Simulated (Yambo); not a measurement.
Yambo run on SrCl₂ (fluorite, space group Fm-3m, No. 225). The wavefunctions are PBEsol (pw.x of Quantum ESPRESSO, ONCV potentials, scalar-relativistic) ones on a 4×4×4 mesh (12 occupied bands); a = b = c = 4.8833 Å, α = β = γ = 60.00°.

Yambo input:

```
rim_cut
gw0
dyson
el_el_corr
HF_and_locXC
ppa
em1d
RandQpts= 1000000
RandGvec= 1 Ry
EXXRLvcs= 68 Ry
VXCRLvcs= 272 Ry
Chimod= "HARTREE"
% BndsRnXp
 1 | 152 |
%
NGsBlkXp= 3 Ry
% LongDrXp
 1.0 | 1.0 | 1.0 |
%
PPAPntXp= 27.2114 eV
% GbndRnge
 1 | 152 |
%
GTermKind= "BG"
DysSolver= "n"
ExtendOut
% QPkrange
 1 | 1 | 13 | 13 |
 7 | 7 | 12 | 13 |
%
```

k points by index: 1 = Γ, 7 = X.

Resulting energies as the program prints them:

```
#    K-point    Band    Eo [eV]    E [eV]    E-Eo [eV]    Vxc [eV]    Vnlxc [eV]    Sc|Eo [eV]    Sc|E [eV]    dSc/dw|Eo [eV]    Re(Z)    Im(Z)
#
    1    13    5.256162    5.861123    0.604961    -8.066498    -3.933466    -3.433021    -3.528072    -4.274780    0.864232    -0.904203E-3
    7    12    0.000000    -1.524016    -1.524016    -14.69077    -19.00502    2.459900    2.790233    -5.897721    0.821869    -0.001133
    7    13    5.343720    6.274668    0.930948    -8.682114    -4.232463    -3.369597    -3.518703    -4.357878    0.861957    -0.930217E-3
```
(The two width columns are left out.) Convergence of these settings isn't established.

Geometry relaxed with PBEsol.
